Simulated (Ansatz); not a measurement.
**Ta: relaxed-ion elastic tensor**

The calculation used Ansatz, DFT PBEsol, scalar-relativistic, plane waves, PAW. Settings: 420 eV plane-wave cutoff, Γ-centred 20×20×20 mesh, Fermi-Dirac smearing of 0.15 eV. No spin polarisation.

Equilibrium structure at this level:
```
CELL_PARAMETERS angstrom
-1.64187 1.64187 1.64187
1.64187 -1.64187 1.64187
1.64187 1.64187 -1.64187
ATOMIC_POSITIONS crystal
Ta 0.00000 0.00000 0.00000
```

In a metal, frequencies and elastic constants depend on the k mesh and the smearing, soft modes and shear constants most. Spin–orbit coupling is left out, which can shift energies with elements as heavy as these.

(1) Give the relaxed-ion elastic constants (GPa, Voigt order xx yy zz yz xz xy, on the axes of the cell above).

(2) Is the crystal stable against homogeneous strain?

(3) And the moduli of a polycrystal (Hill averages)?

## Answers

(1)
```
284.6 167.3 167.3   0.0   0.0   0.0
167.3 284.6 167.3   0.0   0.0   0.0
167.3 167.3 284.6   0.0   0.0   0.0
  0.0   0.0   0.0  73.6   0.0   0.0
  0.0   0.0   0.0   0.0  73.6   0.0
  0.0   0.0   0.0   0.0   0.0  73.6
```

(2) Yes: the least eigenvalue of the tensor is 73.6 GPa.

(3) B = 206 GPa, G = 67 GPa, E = 182 GPa, ν = 0.35.

Cost: 1 run of about 1 core-minutes, on Arm Neoverse V2 (shared hosts).